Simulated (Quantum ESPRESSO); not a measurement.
# Moving one atom in InGa2AlP4

These are calculations, not measurements. They come from pw.x of Quantum ESPRESSO 7.5, a plane-wave density functional program, with PseudoDojo standard norm-conserving files (v0.5 for PBE, v0.4.1 for LDA and PBEsol). The cells are made up: elements, strain and atom displacements were drawn at random, and nothing was relaxed. There is no spin polarisation, spin-orbit coupling or dispersion term.

The cell has 8 sites of a zincblende or diamond lattice. Sites 1 to 4 hold In Ga Ga Al; sites 5 to 8 hold P P P P. Cell vectors in Å: (5.375, -0.004, -0.007); (-0.004, 5.475, -0.007); (-0.007, -0.007, 5.557). Settings: PBE, cutoff 1088 eV, 4 x 4 x 4 k mesh shifted by half a step, Fermi-Dirac smearing of 0.025 eV.

Each run shifts the In atom on site 1 along x and leaves all else fixed. Site 8 is one of its nearest neighbours. E is the free energy of the cell above the lowest run shown.

| run | shift (Å) | Fx on site 1 (eV/Å) | Fx on site 8 (eV/Å) | P (GPa) | E (meV) |
| --- | --- | --- | --- | --- | --- |
| 1 | -0.1135 | 1.013 | -3.769 | 10.34 | 34.2 |
| 2 | -0.0695 | 0.367 | -3.581 | 10.34 | 3.8 |
| 3 | -0.0348 | -0.149 | -3.432 | 10.37 | 0.0 |
| 5 | 0.0067 | -0.768 | -3.253 | 10.43 | 19.0 |
| 6 | 0.0480 | -1.383 | -3.077 | 10.54 | 63.4 |
| 7 | 0.1146 | -2.359 | -2.798 | 10.80 | 188.2 |
| 4 | -0.0116 | ? | ? | ? | ? |

A rerun of one of these cells at 1377 eV and k mesh 6 x 6 x 6 moved values by no more than 0.008 eV in the cell's energy, 0.02 GPa in stress and 0.002 eV/Å in force.

## Worked fit

A parabola through the six runs shown gives Fx on site 1 = -0.668 - 14.81 u + 0.3 u² eV/Å, with u in Å and a scatter of 0.005 eV/Å. Minus the slope, 14.81 ± 0.13 eV/Å², is this atom's force constant along x at u = 0, with its periodic images moving too. The fitted force vanishes at u = -0.045 Å, where the energy should be lowest along this line. The error is the larger of the fit's own and the change that a cubic makes, rounded up.

## Withheld run

Question: what Fx on site 1 should run 4 give?

The fit gives -0.496 eV/Å. The calculation gave -0.495 eV/Å.

```
run,shift (Å),Fx on site 1 (eV/Å),Fx on site 8 (eV/Å),P (GPa),E (meV)
4,-0.0116,-0.495,-3.332,10.40,7.5
```